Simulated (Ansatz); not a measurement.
Input and steps of a relaxation of cell and atoms on C in the lonsdaleite structure (Ansatz 0.2.0, PBEsol). It starts from a guessed cell.

```yaml
crystal:
  lattice:
    - [2.482149606, 0.0, 0.0]
    - [-1.241074803, 2.1496046148, 0.0]
    - [0.0, 0.0, 4.0533503066]
  atoms:
    - { symbol: C, position: [0.3333333333, 0.6666666667, 0.0] }
    - { symbol: C, position: [0.6666666667, 0.3333333333, 0.5] }
    - { symbol: C, position: [0.3333333333, 0.6666666667, 0.375] }
    - { symbol: C, position: [0.6666666667, 0.3333333333, 0.875] }
kpoints:
  mp_grid: { grid: [9, 9, 6] }
hamiltonian:
  xc: pbesol
scf:
  occupations: { method: fermi_dirac, width: 0.03 }
relax:
  f_tol: 0.01
  cell: {}
  max_steps: 120
```

The trajectory has 8 recorded frames, each with fractional positions and then forces in eV/Å along x, y and z. The last, and any step after a large change of cell, is solved on a basis re-selected at its cell; pressure is positive in compression.

Step 1: energy 0.0 meV/atom from step 1, largest force component 0.047 eV/Å, pressure +19.57 GPa; a = 2.482 Å, b = 2.482 Å, c = 4.053 Å, α = 90.00°, β = 90.00°, γ = 120.00°
```
C  0.3333 0.6667 0.0000     0.000   0.000   0.047
C  0.6667 0.3333 0.5000     0.000   0.000   0.047
C  0.3333 0.6667 0.3750     0.000   0.000  -0.047
C  0.6667 0.3333 0.8750     0.000   0.000  -0.047
```

Step 2: energy -14.6 meV/atom from step 1, largest force component 0.399 eV/Å, pressure +6.99 GPa; a = 2.482 Å, b = 2.482 Å, c = 4.150 Å, α = 90.00°, β = 90.00°, γ = 120.00°
```
C  0.3333 0.6667 0.0017     0.000   0.000  -0.399
C  0.6667 0.3333 0.5017     0.000   0.000  -0.399
C  0.3333 0.6667 0.3733     0.000   0.000   0.399
C  0.6667 0.3333 0.8733     0.000   0.000   0.399
```

**Question.** Estimate where the relaxation ends.

**Answer.**
Step 3: energy -17.0 meV/atom from step 1, largest force component 0.186 eV/Å, pressure +1.71 GPa; a = 2.495 Å, b = 2.495 Å, c = 4.153 Å, α = 90.00°, β = 90.00°, γ = 120.00°
```
C  0.3333 0.6667 0.0009     0.000   0.000  -0.186
C  0.6667 0.3333 0.5009     0.000   0.000  -0.186
C  0.3333 0.6667 0.3741     0.000   0.000   0.186
C  0.6667 0.3333 0.8741     0.000   0.000   0.186
```

Step 4: energy -17.2 meV/atom from step 1, largest force component 0.074 eV/Å, pressure +0.13 GPa; a = 2.498 Å, b = 2.498 Å, c = 4.160 Å, α = 90.00°, β = 90.00°, γ = 120.00°
```
C  0.3333 0.6667 0.0001     0.000   0.000   0.074
C  0.6667 0.3333 0.5001     0.000   0.000   0.074
C  0.3333 0.6667 0.3749     0.000   0.000  -0.074
C  0.6667 0.3333 0.8749     0.000   0.000  -0.074
```

Step 5: energy -17.3 meV/atom from step 1, largest force component 0.000 eV/Å, pressure 0.00 GPa; a = 2.498 Å, b = 2.498 Å, c = 4.159 Å, α = 90.00°, β = 90.00°, γ = 120.00°
```
C  0.3333 0.6667 0.0003     0.000   0.000   0.000
C  0.6667 0.3333 0.5003     0.000   0.000   0.000
C  0.3333 0.6667 0.3747     0.000   0.000   0.000
C  0.6667 0.3333 0.8747     0.000   0.000   0.000
```

Step 6: energy -19.0 meV/atom from step 1, largest force component 0.004 eV/Å, pressure +0.49 GPa; a = 2.498 Å, b = 2.498 Å, c = 4.159 Å, α = 90.00°, β = 90.00°, γ = 120.00°
```
C  0.3333 0.6667 0.0003     0.000   0.000  -0.004
C  0.6667 0.3333 0.5003     0.000   0.000  -0.004
C  0.3333 0.6667 0.3747     0.000   0.000   0.004
C  0.6667 0.3333 0.8747     0.000   0.000   0.004
```

Step 7: energy -19.0 meV/atom from step 1, largest force component 0.001 eV/Å, pressure -0.01 GPa; a = 2.499 Å, b = 2.499 Å, c = 4.161 Å, α = 90.00°, β = 90.00°, γ = 120.00°
```
C  0.3333 0.6667 0.0003     0.000   0.000  -0.001
C  0.6667 0.3333 0.5003     0.000   0.000  -0.001
C  0.3333 0.6667 0.3747     0.000   0.000   0.001
C  0.6667 0.3333 0.8747     0.000   0.000   0.001
```

Step 8: energy -19.0 meV/atom from step 1, largest force component 0.001 eV/Å, pressure -0.01 GPa; a = 2.499 Å, b = 2.499 Å, c = 4.161 Å, α = 90.00°, β = 90.00°, γ = 120.00°
```
C  0.3333 0.6667 0.0003     0.000   0.000  -0.001
C  0.6667 0.3333 0.5003     0.000   0.000  -0.001
C  0.3333 0.6667 0.3747     0.000   0.000   0.001
C  0.6667 0.3333 0.8747     0.000   0.000   0.001
```

In 6 steps the volume changed by +4.0 %; between the first SCF and the last, each on a basis chosen for its cell, the energy fell by 19.0 meV an atom. At the end: it is hexagonal, P6_3/mmc (No. 194); a = 2.499 Å, c = 4.161 Å in the conventional setting, 5.63 Å³ an atom. C has 4 C at 1.53–1.56 Å.

Command: `ansatz run input.yaml --threads 2 --pin off --max-ram 18432MiB --backend cpu --events-out ev --progress --plain --runs-dir out`. It took 2.5 s on 2 threads of AMD EPYC 7R13 Processor (Zen 3), on a shared host, load about 1.7 per core; peak host memory 0.4 GiB.

Spin-unpolarised throughout; all numbers are computed.
